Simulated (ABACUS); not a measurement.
Input and output of a self-consistent single point for P (Imma, 2 atoms in the cell; from Materials Project mp-7245, changed as shown) (ABACUS).

Computed with PBEsol, PseudoDojo 0.4 standard norm-conserving PBEsol (tails mended) pseudopotentials (plane waves; ABACUS 3.10.1).

The change in words: volume scaled by 0.96. Reference geometry (Imma):
```
P
1.0
   -1.72619     2.56673     1.89705
    1.72619    -2.56673     1.89705
    1.72619     2.56673    -1.89705
P
2
Direct
  0.80331   0.05331   0.75000
  0.19669   0.94669   0.25000
```

Reference input (self-consistent single point, DFT, PBEsol, plane waves, PseudoDojo 0.4 standard norm-conserving PBEsol (tails mended) pseudopotentials): KPT = Gamma 10 10 10 0 0 0; basis_type = pw; ecutwfc = 44 Ry; smearing_method = fd; smearing_sigma = 0.00734986 Ry; potentials = PseudoDojo 0.4 standard norm-conserving PBEsol (tails mended); symmetry = 1; symmetry_prec = 1e-05; ks_solver = dav_subspace; scf_nmax = 100; scf_thr = 1.0e-09 Ry; mixing_type = broyden. This run's input differs from it in these lines:

```diff
@@ -25,5 +25,5 @@
 LATTICE_VECTORS
-  -1.7261860000    2.5667260000    1.8970530000
-   1.7261860000   -2.5667260000    1.8970530000
-   1.7261860000    2.5667260000   -1.8970530000
+  -1.7028570000    2.5320370000    1.8714140000
+   1.7028570000   -2.5320370000    1.8714140000
+   1.7028570000    2.5320370000   -1.8714140000
```

The program printed (abridged):

```
 SELF-CONSISTENT
 -------------------------------------------
                                 init_chg = atomic

 PW ALGORITHM --------------- ION=   1  ELEC=   1--------------------------------
 Notice: Threshold on eigenvalues was too large.

 Density error is 0.0165148440511
                          Error Threshold = 0.000166072505512
 E_KohnSham     -27.6868336448       -376.6986971480
 E_Fermi        0.7185743741         9.7767059252

 PW ALGORITHM --------------- ION=   1  ELEC=   2--------------------------------

 Density error is 0.000689461444703
                          Error Threshold = 0.000165148440511
   [... lines left out ...]

 Density error is 3.43744726145e-09
                          Error Threshold = 3.11674971444e-09
 E_KohnSham     -27.6871235702       -376.7026417852
 E_Fermi        0.7258469085         9.8756538318

 PW ALGORITHM --------------- ION=   1  ELEC=   6--------------------------------

 Density error is 5.10375174285e-11
                          Error Threshold = 3.43744726145e-11
 E_KohnSham     -27.6871235711       -376.7026417973
 E_KS(sigma->0) -27.6868279849       -376.6986201398
 E_entropy(-TS) -0.0005911725        -0.0080433149
 E_Fermi        0.7258528425         9.8757345670
 charge density convergence is achieved
 final etot is -376.7026418 eV
 EFERMI = 9.875734567 eV

 STATE ENERGY(eV) AND OCCUPATIONS    NSPIN == 1
   [... 12 lines left out ...]

 TOTAL-FORCE (eV/Angstrom)
                        P1         0.0000000000         0.0000000000        -0.2638174187
                        P2         0.0000000000         0.0000000000         0.2638174187

 TOTAL-STRESS (KBAR)
       -21.7123054178         0.0000000000        -0.0000000000
         0.0000000000       -34.3580393843        -0.0000000000
         0.0000000000         0.0000000000       -24.0771109625
 TOTAL-PRESSURE: -26.715819 KBAR

 --------------------------------------------
 !FINAL_ETOT_IS -376.7026417972786021 eV
 --------------------------------------------
```

The run converged in 6 iterations. Against the reference run the free energy goes down by 18.7 meV/atom, the pressure goes from -6.13 to -2.67 GPa and the largest force goes from 0.012 to 0.264 eV/Å.

The structure comes from a collection of computed structures, made at another level of theory; the collection holds predicted forms beside known ones. Its lattice was then scaled. No clean gap shows at this smearing width and mesh (spacing up to 0.25 Å⁻¹); the mesh is coarse for partly filled bands, so the values carry mesh errors.

Cost on one core: about 90 core-seconds (a rough figure).

“Tails mended”: in these copies of the files the far tail of each local potential was reset to the Coulomb form.
